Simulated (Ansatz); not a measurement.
## Sb2Au, one cell by several methods

```
Sb Au
1.0
     0.00000    3.32800    3.32800
     3.32800    0.00000    3.32800
     3.32800    3.32800    0.00000
Sb Au
2 1
Direct
  0.25000 0.25000 0.25000
  0.75000 0.75000 0.75000
  0.00000 0.00000 0.00000
```

Atom numbers follow the list: Sb1, Sb2, Au3.

The conventional cell has a = 6.656 Å, b = 6.656 Å, c = 6.656 Å, α = 90.00°, β = 90.00°, γ = 90.00°. Around Sb (atom 1) lie 4 Au at 2.88 Å. Au (atom 3) is surrounded by 8 Sb at 2.88 Å.

The cell is COD entry 9009002, as deposited and not checked against the literature; nothing was relaxed.

No spin–orbit coupling, which matters for the heavy atoms here.

Methods: DFT, LDA, PAW with Ansatz's default frozen-core files, scalar-relativistic (Ansatz 0.2.0); DFT, LDA, all-electron PAW with datasets made for the crystal, scalar-relativistic (Ansatz 0.2.0); DFT, LDA, all-electron LAPW, scalar-relativistic (Ansatz 0.2.0).

For PAW: a Γ-centred 9×9×9 k mesh, Fermi–Dirac smearing of 0.08 eV, cutoff 420 eV, no spin polarisation; the PAW files were made with PBE, and the program remakes their frozen cores for this functional. The crystal-made all-electron datasets (AE datasets) take a cutoff of 240 eV at this cell. LAPW targets a basis error of 1 meV/atom. The Ansatz runs share mesh, smearing and spin set-up. Plane-wave (PAW) pressures include the program's estimate of the Pulay term.

Stress and pressure are positive in compression.

Levels count from the Fermi level.

| quantity | PAW | AE datasets | LAPW |
| --- | --- | --- | --- |
| pressure (GPa) | 2.92 | 2.95 | 2.95 |
| highest filled level at K (eV) | -2.411 | -2.410 | -2.410 |
| lowest empty level at K (eV) | 1.639 | 1.640 | 1.640 |
| highest filled level at W (eV) | -0.594 | -0.593 | -0.593 |
| lowest empty level at W (eV) | 2.140 | 2.138 | 2.138 |
| highest filled level at Γ (eV) | -0.212 | -0.213 | -0.213 |
| lowest empty level at Γ (eV) | 0.591 | 0.589 | 0.589 |

PAW's pressure differs from the LAPW value by -0.04 GPa. Datasets made for the crystal and LAPW share parts of one code, so their agreement isn't an independent check.
